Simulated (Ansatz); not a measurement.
HfB2 in space group P6/mmm (No. 191; Hf on 1a, B on 2d) under volume change, plane-wave PAW PBE (Ansatz code), shape and atoms relaxed at each volume.

```csv
V (Å³/atom),E − E(relaxed) (meV/atom),P (GPa)
9.062,72.8,28.10
9.361,30.7,17.31
9.659,7.3,8.02
9.958,0.0,0.00
10.257,6.6,-6.92
10.556,25.2,-12.88
10.854,54.1,-18.03
```

**Question.** What does a third-order Birch–Murnaghan fit give for V₀, B₀ and B′?

**Answer.** V₀ = 9.96 Å³/atom, B₀ = 248 GPa, B′ = 3.9.

The PBE relaxation kept the symmetry of its start. The run is not spin-polarised. Scalar-relativistic: spin–orbit coupling is off unless named, which matters more the heavier the elements.

Potentials: the later of the program's two PAW sets.
